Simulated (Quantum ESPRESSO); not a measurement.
# Planted mistakes on one cell of Al2ZnF7Cl

These are calculations, not measurements. They come from pw.x of Quantum ESPRESSO 7.5, a plane-wave density functional program, with PseudoDojo standard norm-conserving files (v0.5 for PBE, v0.4.1 for LDA and PBEsol). The cells are made up: elements, strain and atom displacements were drawn at random, and nothing was relaxed. There is no spin polarisation, spin-orbit coupling or dispersion term.

The cell has 12 sites of a rutile lattice (two cells along c). Sites 1 to 4 hold empty Al Zn Al; sites 5 to 12 hold F F F F F Cl F F. Cell vectors in Å: (4.634, -0.058, 0.024); (-0.058, 4.650, 0.017); (0.032, 0.023, 6.272). Settings: PBE, cutoff 1143 eV, 5 x 5 x 4 k mesh shifted by half a step, Fermi-Dirac smearing of 0.025 eV.

The intended run has a self-consistency threshold of 1e-07 eV, a smearing term of 0.000 eV, a pressure of 6.36 GPa and 10 iterations. Each further run changes one thing: all lengths scaled by 0.9900; atoms of sites 10 and 12 exchanged; cutoff 825 eV; files of PBEsol; k mesh 1 x 1 x 1; one electron added; smearing 0.5 eV; threshold 0.3 eV. A coarse mesh keeps the shift, and a charged cell sits in a uniform background.

```
run,change of free energy (eV),smearing term -TS (eV),change of P (GPa),largest change of a force component (eV/Å),iterations
A,22.384,0.000,-3.97,0.379,10
B,-0.012,-0.083,0.10,0.020,10
C,0.056,0.000,1.16,0.173,10
D,-1.284,0.000,-3.18,4.759,10
E,1.974,0.000,-21.18,0.059,10
F,0.209,0.000,4.09,0.602,10
G,0.089,0.000,-3.05,0.198,3
H,8.879,-0.003,22.49,0.763,11
```

A rerun of the intended cell at 1437 eV and k mesh 7 x 7 x 6 moved values by no more than 0.004 eV in the cell's energy, 0.02 GPa in stress and 0.002 eV/Å in force.

Question: which change belongs to which run?

## Worked reading

Run G has the fewest iterations, as a run stopped early does. Run B has the largest smearing term, as wide smearing gives. Run E has a higher energy and the largest fall in pressure, as too small a basis gives. Run F changes the volume by a factor of 0.9703; minus its pressure change over the logarithm of that factor, 136 GPa, is a rough bulk modulus with clamped atoms. Energies from files of another functional, or of a charged cell, have another zero and say nothing on stability; the pressure of a charged cell rests on the program's zero of potential too.

## Key

```
run,change
A,files of PBEsol
B,smearing 0.5 eV
C,k mesh 1 x 1 x 1
D,atoms of sites 10 and 12 exchanged
E,cutoff 825 eV
F,all lengths scaled by 0.9900
G,threshold 0.3 eV
H,one electron added
```